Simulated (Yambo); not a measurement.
G0W0@PBEsol for YPO$_{4}$ (space group I4_1/amd, No. 141) in Yambo (2×2×2 mesh, 7 Ry block, plasmon pole, screening fixed), without a terminator:

```json
[
 {"bands N in G": "94", "gap Γ → X (eV)": "8.806", "shift of the valence edge (eV)": "-0.511"},
 {"bands N in G": "148", "gap Γ → X (eV)": "8.677", "shift of the valence edge (eV)": "-0.771"},
 {"bands N in G": "221", "gap Γ → X (eV)": "8.648", "shift of the valence edge (eV)": "-0.957"}
]
```

**Question.** Extrapolate both columns to infinite N with E(N) = E∞ + A/N, test the form, and compare with the terminator.

**Answer.** From two points, E∞ = (N2 E2 − N1 E1)/(N2 − N1). The two largest N give 8.59 eV for the gap and -1.33 eV for the shift; the two smallest give 8.45 eV and -1.22 eV. For the gap the slopes A are 33 and 13 eV: the form isn't reached, and its limit is uncertain. For the shift the slopes A are 67 and 83 eV: the form isn't reached, and its limit is uncertain. With the Bruneval-Gonze terminator and 221 bands the run gives 8.67 eV and -1.19 eV, 0.08 eV and 0.15 eV from the extrapolated values: the terminator too is an estimate of the remainder. Block, mesh and the bands in W are held fixed. In the run with 221 bands and a 7 Ry block, which covers more k points, the smallest G0W0 gap is 8.44 eV, Γ → Γ.

Geometry of the Materials Project entry, not relaxed at this level; primitive cell a = b = c = 5.7277 Å, α = β = 106.05°, γ = 116.55°.

A shift is the quasiparticle energy of the state minus its PBEsol energy.
